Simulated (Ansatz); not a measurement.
## Al: phonons across the zone at 0.98 times its equilibrium volume

Computed with Ansatz, DFT PBE+D3(BJ), scalar-relativistic, plane waves, PAW. Settings: 420 eV plane-wave cutoff, Γ-centred 20×20×20 mesh, Fermi-Dirac smearing of 0.15 eV. No spin polarisation. Phonons by linear response, acoustic sum rule imposed.

The cell, relaxed in shape and atoms at 0.98 times its equilibrium volume:
```yaml
crystal:
  lattice:
    - [0.00000, 1.97870, 1.97870]
    - [1.97870, 0.00000, 1.97870]
    - [1.97870, 1.97870, 0.00000]
  atoms:
    - { symbol: Al, position: [0.00000, 0.00000, 0.00000] }
```

In a metal, frequencies and elastic constants depend on the k mesh and the smearing, soft modes and shear constants most. Some empty bands missed the eigensolver's threshold. The q mesh is coarse, so values between its points are rough.

Force constants from linear response on a 2×2×2 q mesh.

**Question.** Is the structure dynamically stable on the q mesh?

**Answer.** Yes, on this mesh: no mode is imaginary.

**Question.** Give the frequencies (cm⁻¹) at the points of high symmetry.

**Answer.**
```
point q frequencies
    X  0.500 0.000 0.500  222 222 354
    U  0.625 0.250 0.625  204 276 324
    K  0.375 0.375 0.750  204 276 324
    L  0.500 0.500 0.500  158 158 360
    W  0.500 0.250 0.750  224 297 297
```

Cost: 1 run of about 0.46 core-minutes, on Arm Neoverse V1 (shared hosts).